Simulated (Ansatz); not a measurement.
TiTe₂ (CdI2 type)

```xyz
3
Lattice="3.6973 0.0000 0.0000 -1.8487 3.2020 0.0000 0.0000 0.0000 6.3840" Properties=species:S:1:pos:R:3 pbc="T T T"
Ti     0.0000     0.0000     0.0000
Te     0.0000     2.1346     1.7307
Te     1.8487     1.0673     4.6533
```

Two coordinates are scanned: the volume, and the ratio of the stretch along z (the conventional c axis) to the stretch across it. Atoms keep their fractional coordinates.

All values below come from PBE-D3(BJ) (plane waves to 420 eV, PAW, scalar-relativistic; Ansatz, a quantum-chemistry and plane-wave program). k mesh 15×15×8 (Γ-centred), Fermi-Dirac smearing 0.05 eV. Stress and pressure are positive under compression. As the atoms are clamped, bonds stretch with the cell, which overstates energies and stresses. With partly filled bands, the response to shear is sensitive to the k mesh, so small differences along c/a are uncertain. Spin-orbit coupling is left out, though Te is heavy. TiTe2 is run without spin polarisation. TiTe2 was relaxed with its symmetry unable to fall. 

Give the computed σzz (GPa) at all points of the grid V/V₀ = 0.920, 0.960, 1.000, 1.040, 1.080 by (c/a)/(c/a)₀ = 0.920, 0.960, 1.000, 1.040, 1.080.

σzz (GPa), with V/V₀ across and (c/a)/(c/a)₀ down:

```
(c/a)/(c/a)₀ \ V/V₀  0.920  0.960  1.000  1.040  1.080
-------------------  -----  -----  -----  -----  -----
0.920                 12.0    7.4    3.7    0.6   -1.8
0.960                  9.8    5.4    1.8   -1.1   -3.5
1.000                  7.6    3.4    0.0   -2.8   -5.1
1.040                  5.6    1.5   -1.8   -4.5   -6.7
1.080                  3.7   -0.2   -3.4   -6.0   -8.1
```

(Under strain, the slope of the energy per volume gives the stress and its curvature an elastic modulus.)
